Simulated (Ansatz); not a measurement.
Clean, relaxed (111) surface of Sc, space group Fm-3m (No. 225) (top face towards +c; atoms held fixed, by place in the list: 1):

```yaml
crystal:
  lattice:
    - [3.21868, 0.00000, 0.00000]
    - [-1.60934, 2.78746, 0.00000]
    - [0.00000, 0.00000, 22.25609]
  atoms:
    - { symbol: Sc, position: [0.66667, 0.33333, 0.38192] }
    - { symbol: Sc, position: [0.33333, 0.66667, 0.49667] }
    - { symbol: Sc, position: [0.00000, 0.00000, 0.61122] }
```

The calculation used DFT PBEsol, scalar-relativistic, plane waves, PAW in Ansatz. Plane waves to 420 eV, a k mesh through Γ of 9×9×1 on the computed 3-atom cell and Gaussian smearing (0.10 eV); no spin polarisation. A dipole correction removes the field between periodic images along c.

F (atom) is adsorbed on the top face, one adsorbate per 9.0 Å², and relaxed from 3 starting sites (fractions of a and b). The adsorption energy is E(slab + adsorbate) − E(slab) − E(free adsorbate, spin-polarised where open-shell). Heights count from the highest slab atom after relaxation. Δφ is the top face's. Δp counts per cell along +c. Bonded neighbours lie within 1.25 times the sum of covalent radii (1.35 for H) and, on that scale, within 12 % of the closest. With the adsorbate the cell is lengthened along c to keep the vacuum.

```csv
start,ends at,E_ads (eV),height (Å),shortest contact,Δφ (eV),Δp (e·Å)
"top (Sc) at (0.00, 0.00)","(0.00, 0.00), 1 bonded neighbour (Sc)",-5.98,1.79,F–Sc 1.79 Å,+3.84,-0.191
"hollow (Sc-Sc-Sc) at (0.33, 0.67)","(0.33, 0.67), 3 bonded neighbours (Sc)",-6.99,1.16,F–Sc 2.19 Å,+0.13,-0.008
"bridge (Sc-Sc) at (0.50, 0.00)","(0.67, 0.33), 3 bonded neighbours (Sc)",-7.04,1.15,F–Sc 2.18 Å,+0.23,-0.014
```

Among the sites tried, the lowest end comes from the bridge (Sc-Sc) at (0.50, 0.00) start; other sites may lie lower.

Each end is the local minimum or symmetric point that its start leads to. This isn't the usual crystal structure of Sc. The slab is only 5.3 Å thick, so the energies aren't converged with thickness.

The adsorbed runs have no spin polarisation, so weakly bound open-shell ends lie too high.